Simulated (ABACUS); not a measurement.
Consider a self-consistent single point of TiPt3 (Pm-3m, 4 atoms in the cell; from Materials Project mp-12107).

```xyz
4
Lattice="3.9245 0.0000 0.0000 0.0000 3.9245 0.0000 0.0000 0.0000 3.9245" Properties=species:S:1:pos:R:3 pbc="T T T"
Ti     0.0000     0.0000     0.0000
Pt     1.9623     1.9623     0.0000
Pt     0.0000     1.9623     1.9623
Pt     1.9623     0.0000     1.9623
```

Method: PBE, PseudoDojo 0.5 standard norm-conserving PBE (tails mended) pseudopotentials (plane waves; ABACUS).

ABACUS settings:

- KPT: Gamma 8 8 8 0.5 0.5 0.5
- basis_type: pw
- ecutwfc: 84 Ry
- smearing_method: fd
- smearing_sigma: 0.00734986 Ry
- potentials: PseudoDojo 0.5 standard norm-conserving PBE (tails mended)
- symmetry: 1
- symmetry_prec: 1e-05
- ks_solver: dav_subspace
- scf_nmax: 100
- scf_thr: 1.0e-09 Ry
- mixing_type: broyden

Results:

```
Quantity                                                  Result
------------------------------------------------  --------------
Number of valence electrons                                   66
Number of bands                                               43
Number of k-points after the program's reduction              20
Number of plane waves (most at a k-point)                   5334
Number of SCF iterations                                      15
FFT grid                                            45 × 45 × 45
Free energy E − TS                                -12279.3966 eV
Fermi level (on the code's own zero)                    22.08 eV
Pressure                                                4.00 GPa
```

Stress (GPa, positive for compression):
```
4.00  0.00  0.00
0.00  4.00  0.00
0.00  0.00  4.00
```

The structure comes from a collection of computed structures, made at another level of theory; the collection holds predicted forms beside known ones.

Cost on one core: roughly 60 core-seconds.

“Tails mended”: in these copies of the files the far tail of each local potential was reset to the Coulomb form.
